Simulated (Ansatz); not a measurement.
Starting cell, C (diamond):

```xyz
4
Lattice="0.0000 3.5716 3.5716 1.7858 0.0000 1.7858 1.7858 1.7858 0.0000" Properties=species:S:1:pos:R:3 pbc="T T T"
C      1.7858     1.7858     1.7858
C      1.7858     3.5716     3.5716
C      2.6787     2.6787     2.6787
C      2.6787     4.4645     4.4645
```

In each cell atom 3 (C, nearest neighbour C at 1.547 Å; its periodic images, 2.5 Å or more away, move with it) moves by s·(1.000, 0.000, 0.000) (along Cartesian x), the rest being held.

Method: PBE (plane waves to 420 eV, PAW, scalar-relativistic; Ansatz, a first-principles code). k mesh 13×13×13 (Γ-centred), Fermi-Dirac smearing 0.05 eV. The energy includes the smearing's −TS. C was relaxed with its symmetry unable to fall. The PAW data are Ansatz's earlier set. ΔE is measured from the undisplaced structure.

| s (Å) | ΔE (meV/cell) |
|---|---|
| -0.310 | 1805 |
| -0.248 | 1188 |
| -0.186 | 682 |
| -0.124 | 308 |
| -0.062 | 78 |
| 0.000 | 0 |
| 0.062 | 78 |
| 0.124 | 311 |
| 0.186 | 693 |
| 0.248 | 1210 |
| 0.310 | 1846 |

**Question.** What force constant k = d²E/ds² at s = 0 does the table give?

**Answer.** 41 eV/Å². It is the second difference of the nearest points, corrected with the next pair.

**Question.** With k = 40.69 eV/Å² from the forces, is the well harmonic out to s = 0.310 Å?

**Answer.** ½ks² = 1955 meV/cell against the computed 1846 meV/cell, so the well is softer than harmonic there.

(A displaced cell: forces are minus the slopes of the energy, force constants its curvatures, and phonons follow from these.)
